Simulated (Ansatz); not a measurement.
Relaxed Al (fcc, Cu type):

```
CELL_PARAMETERS angstrom
      4.03999     0.00000     0.00000
      0.00000     4.03999     0.00000
      0.00000     0.00000     4.03999
ATOMIC_POSITIONS crystal
  Al 0.00000 0.00000 0.00000
  Al 0.50000 0.50000 0.00000
  Al 0.50000 0.00000 0.50000
  Al 0.00000 0.50000 0.50000
```

Scan: atom 4 (Al, nearest neighbour Al at 2.857 Å; its periodic images, 4.0 Å or more away, move with it) is displaced along Cartesian z, direction (0.000, 0.000, 1.000) in Cartesian axes, by s. The other atoms stay.

Computed with PBE (plane waves to 420 eV, PAW, scalar-relativistic; Ansatz, a quantum-chemistry and plane-wave program). k mesh 9×9×9 (Γ-centred), Fermi-Dirac smearing 0.05 eV. Energies are smeared free energies. With partly filled bands, energies and forces of such displacements shift with the k mesh and the smearing. On this mesh the relaxed cell isn't quite at rest: it carries a pressure of 0.2 GPa (compression positive) at the zero of the scan. Al was relaxed with its symmetry unable to fall. The PAW data are Ansatz's earlier set. ΔE is measured from the undisplaced structure.

Successive frames, forces in eV/Å:

| frame | ΔE (meV/cell) | F on Al1 | F on Al2 | F on Al3 | F on Al4 |
|---|---|---|---|---|---|
| s = 0.232 Å | 119 | (0.000, 0.000, 0.606) | (0.000, 0.000, 0.606) | (0.000, 0.000, -0.163) | (0.000, 0.000, -1.049) |
| s = 0.174 Å | 67 | (0.000, 0.000, 0.450) | (0.000, 0.000, 0.450) | (0.000, 0.000, -0.125) | (0.000, 0.000, -0.774) |
| s = 0.116 Å | 29 | (0.000, 0.000, 0.297) | (0.000, 0.000, 0.297) | (0.000, 0.000, -0.084) | (0.000, 0.000, -0.510) |

Question: What are the energy and the forces in the next frame, s = 0.058 Å?

Answer: ΔE (meV/cell) = 7.

```
atom     Fx     Fy      Fz
----  -----  -----  ------
Al1   0.000  0.000   0.147
Al2   0.000  0.000   0.147
Al3   0.000  0.000  -0.042
Al4   0.000  0.000  -0.253
```

(For displaced atoms, the force is minus the slope of the energy, and its curvature is a force constant, which sets phonon frequencies.)
